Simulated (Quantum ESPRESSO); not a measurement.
## Kohn-Sham bands of Be5Pt (F-43m)

```xyz
6
Lattice="0.0000 2.9813 2.9813 2.9813 0.0000 2.9813 2.9813 2.9813 0.0000" Properties=species:S:1:pos:R:3 pbc="T T T"
Be    -1.4906    -1.4906    -1.4907
Be     2.2404     2.2404     2.2404
Be     2.2404     0.7409     0.7409
Be     0.7409     2.2404     0.7409
Be     0.7409     0.7409     2.2404
Pt     0.0000     0.0000     0.0000
```

Cell from Materials Project (mp-1072399), symmetrised, no further relaxation. Not found in the COD (Crystallography Open Database) copy used; not checked further. Computed values, not measurements, from PBEsol: Quantum ESPRESSO (norm-conserving PseudoDojo potentials, cutoff 71 Ry, no spin polarisation, no spin-orbit coupling) on a Γ-centred 4×4×4 mesh, then Wannier90. Density: 12×12×12 mesh, cold smearing 0.01 Ry. Spin-orbit coupling is left out although heavy elements are present. The gap is small at this level and was sampled on the meshes and a path alone.

Q: List the Kohn-Sham levels between −8 and 3.2 eV relative to the valence-band maximum at the high-symmetry points, as a band run of pw.x on that density gives them (levels within 2 meV counted together).

A: 
| point | k (reciprocal lattice) | levels (eV) |
|---|---|---|
| Γ | 0.000 0.000 0.000 | -6.12 (×3), -5.33 (×2), -4.03, -0.35 (×3), 2.52 |
| X | -0.500 -0.500 0.000 | -7.51, -6.98, -5.42, -4.66, -4.42 (×2), -4.24 (×2), -2.04, 0.15 |
| U | -0.375 -0.375 0.250 | -7.82, -7.27, -6.04, -5.36, -4.62, -4.05, -3.79, -3.10, -1.72, 0.70 |
| K | -0.375 0.000 0.375 | -7.82, -7.27, -6.04, -5.36, -4.62, -4.05, -3.79, -3.10, -1.72, 0.70 |
| L | 0.000 0.000 0.500 | -6.01 (×2), -4.95, -4.63 (×2), -3.05, -1.88 (×2), 2.41 (×2) |
| W | -0.500 -0.250 0.250 | -7.79, -7.52, -7.43, -7.01, -4.78, -4.38, -4.33, -4.21, -3.21, -0.61, 0.16 |
